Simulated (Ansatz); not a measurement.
Consider the following.

BaO₂:
```xyz
3
Lattice="-1.8669 1.8669 3.3200 1.8669 -1.8669 3.3200 1.8669 1.8669 -3.3200" Properties=species:S:1:pos:R:3 pbc="T T T"
Ba     0.0000     0.0000     0.0000
O      0.0000     0.0000     2.5946
O      0.0000     0.0000     4.0454
```

This is the LDA-relaxed structure. x, y and z are the axes in which the lattice vectors are written.

**Question.** All from the program Ansatz at the LDA level (PAW), unless another level is named. Predict the Poisson's ratio.

**Answer.** 0.29.

**Question.** What about the elastic constants (relaxed ions, GPa)?

**Answer.** C11 = 150, C12 = 85.1, C13 = 39.8, C33 = 188, C44 = 33.9, C66 = 62.1.

**Question.** Predict the highest zone-centre frequency (without LO–TO term).

**Answer.** 943 cm⁻¹.

Space group I4/mmm (MoSi2 or CaC2 type). The workflow started from a Materials Project entry (that database holds measured and hypothetical structures alike); the Crystallography Open Database files this formula in space group No. 139, but the cells were not matched. Whether it is the stable phase at ambient conditions was not checked. The LDA relaxation kept the symmetry of its start; its stability against distortions is not shown here. Spin–orbit coupling is left out wherever it is not named.

Potentials: the later of the program's two PAW sets.
